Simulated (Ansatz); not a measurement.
A geometry of W away from equilibrium: step 5 of the relaxation of a generated cell, W placed in the AFLOW prototype A_cI16_220_c (as in Li). These are r2SCAN (plane waves to 500 eV, PAW, scalar-relativistic; Ansatz, an electronic-structure program) values and carry that method's errors. Γ-centred k-mesh 7×7×7 on the run's cell (coarser than for final values), Fermi–Dirac smearing 0.05 eV. The plane waves were selected for a different cell earlier on the path.

```xyz
8
Lattice="-3.1220 3.1220 3.1220 3.1220 -3.1220 3.1220 3.1220 3.1220 -3.1220" Properties=species:S:1:pos:R:3 pbc="T T T"
W      1.5795     1.5795     1.5795
W     -1.5795     1.5425     1.5795
W      1.5425     1.5795    -1.5795
W      1.5795    -1.5795     1.5425
W      3.1405     3.1405     3.1405
W     -0.0185     3.1035     0.0185
W      3.1035     0.0185    -0.0185
W      0.0185    -0.0185     3.1035
```

Problem. Give the Cartesian forces on all atoms (eV/Å).

Solution. 
```tsv
atom	Fx	Fy	Fz
W1	-0.31	-0.31	-0.31
W2	0.31	0.31	-0.31
W3	0.31	-0.31	0.31
W4	-0.31	0.31	0.31
W5	-0.31	-0.31	-0.31
W6	0.31	0.31	-0.31
W7	0.31	-0.31	0.31
W8	-0.31	0.31	0.31
```

The path ends in Im-3m (No. 229) (bcc (W type)). No spin polarisation in the result.

The run could not lose the symmetry of its start.
